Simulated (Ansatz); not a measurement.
Starting cell, Bi2Se3 (Bi2Te3 type, space group R-3m):

```xyz
5
Lattice="2.0722 1.1964 9.4818 -2.0722 1.1964 9.4818 0.0000 -2.3928 9.4818" Properties=species:S:1:pos:R:3 pbc="T T T"
Bi     0.0000     0.0000    11.4032
Bi     0.0000     0.0000    17.0423
Se     0.0000     0.0000     0.0000
Se     0.0000     0.0000     5.9884
Se     0.0000     0.0000    22.4571
```

Scan: atom 3 (Se, nearest neighbour Bi at 3.069 Å; its periodic images, 4.1 Å or more away, move with it) is displaced towards the nearest neighbour, direction (0.000, -0.780, -0.626) in Cartesian axes, by s. The other atoms stay.

Method: PBE-D3(BJ) (plane waves to 420 eV, PAW, scalar-relativistic; Ansatz, a first-principles code). k mesh 8×8×8 (Γ-centred), Fermi-Dirac smearing 0.05 eV. Energies are smeared free energies. Bi2Se3 was relaxed with its symmetry unable to fall. Spin-orbit coupling is left out, though Bi is heavy. The PAW data are Ansatz's earlier set. ΔE is measured from the undisplaced structure.

```json
[
 {"s (Å)": "-0.610", "ΔE (meV/cell)": "1061"},
 {"s (Å)": "-0.488", "ΔE (meV/cell)": "601"},
 {"s (Å)": "-0.366", "ΔE (meV/cell)": "306"},
 {"s (Å)": "-0.244", "ΔE (meV/cell)": "126"},
 {"s (Å)": "-0.122", "ΔE (meV/cell)": "30"},
 {"s (Å)": "0.000", "ΔE (meV/cell)": "0"},
 {"s (Å)": "0.122", "ΔE (meV/cell)": "30"},
 {"s (Å)": "0.244", "ΔE (meV/cell)": "126"},
 {"s (Å)": "0.366", "ΔE (meV/cell)": "306"},
 {"s (Å)": "0.488", "ΔE (meV/cell)": "601"},
 {"s (Å)": "0.610", "ΔE (meV/cell)": "1061"}
]
```

### Question
What force constant k = d²E/ds² at s = 0 does the table give?

### Answer
4.0 eV/Å². It is the second difference of the nearest points, corrected with the next pair.

### Question
With k = 3.96 eV/Å² from the forces, is the well harmonic out to s = 0.610 Å?

### Answer
½ks² = 737 meV/cell against the computed 1061 meV/cell, so the well is stiffer than harmonic there.

(A displaced cell: forces are minus the slopes of the energy, force constants its curvatures, and phonons follow from these.)
